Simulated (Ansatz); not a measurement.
PtAu:
Space group P-6m2 (No. 187); a = b = 2.761 Å, c = 4.742 Å, α = β = 90.00°, γ = 120.00°

```csv
atom,site,symmetry,x,y,z
Pt,1e,-6m2,0.6667,0.3333,0.0000
Au,1b,-6m2,0.0000,0.0000,0.5000
```

Relaxed at zero pressure with DFT-LDA in the program Ansatz with PAW potentials.

### Question
The volume is lowered by 3 % and shape and atoms relax at that volume. What pressure results, and how do the axes share the change?

### Answer
8.1 GPa; a -0.9 %, b -0.9 %, c -1.3 %; the energy rises by 11 meV/atom.

### Question
Give the new structure.

### Answer

Space group P-6m2 (No. 187); a = 2.7367 Å, b = 2.7367 Å, c = 4.6822 Å, α = 90.00°, β = 90.00°, γ = 120.00°

| atom | site | symmetry | x | y | z |
|---|---|---|---|---|---|
| Pt | 1e | -6m2 | 0.6667 | 0.3333 | 0.0000 |
| Au | 1b | -6m2 | 0.0000 | 0.0000 | 0.5000 |

The phase is kept; no other phase was compared at this pressure.

The first step of the workflow began from a Materials Project structure, measured or hypothetical; the Crystallography Open Database copy checked does not list it. With Pt and Au taken as one species the cell has the higher symmetry P6_3/mmc, so it may be an ordered model of a mixed-site phase. Its standing as an ambient phase is unchecked. The cell was relaxed with LDA under the symmetry of its start; its stability against distortions is not shown here. The run is not spin-polarised. Axis ratios of metals converge slowly with the k-mesh, so a and c are less sure than the volume. Spin–orbit coupling is left out wherever it is not named.

Potentials: the later of the program's two PAW sets.
